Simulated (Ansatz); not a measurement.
A geometry of Bi away from equilibrium: step 10 of the relaxation of a relaxed Bi cell, doubled along one cell vector, shaken by Gaussian noise of σ = 0.08 Å a coordinate. Method: PBEsol (plane waves to 420 eV, PAW, scalar-relativistic; Ansatz, an electronic-structure program). Γ-centred k-mesh 12×12×6 on the run's cell (coarser than for final values), Fermi–Dirac smearing 0.05 eV. The plane waves were selected for a different cell earlier on the path.

```yaml
crystal:
  lattice:
    - [-1.88144, 1.87010, 1.89235]
    - [1.89945, -1.91435, 1.95462]
    - [3.90839, 3.97422, -3.87321]
  atoms:
    - { symbol: Bi, position: [0.09282, 0.05303, 0.00648] }
    - { symbol: Bi, position: [0.90364, 0.95487, 0.48407] }
```

Problem. What forces act on the atoms (eV/Å)?

Solution. 
| atom | Fx | Fy | Fz |
|---|---|---|---|
| Bi1 | -0.39 | -0.35 | -0.17 |
| Bi2 | 0.39 | 0.35 | 0.17 |

The path ends in Cmcm (No. 63). No spin polarisation in the result.

The run could not lose the symmetry of its start: the end is stationary, and may be a saddle point rather than a minimum.

The end of the path is a generated cell of Bi: the first start was made by placing the elements on the sites of a structure type, and the end was not matched to a known phase here, so it may be hypothetical. Known forms of Bi include space group No. 166.
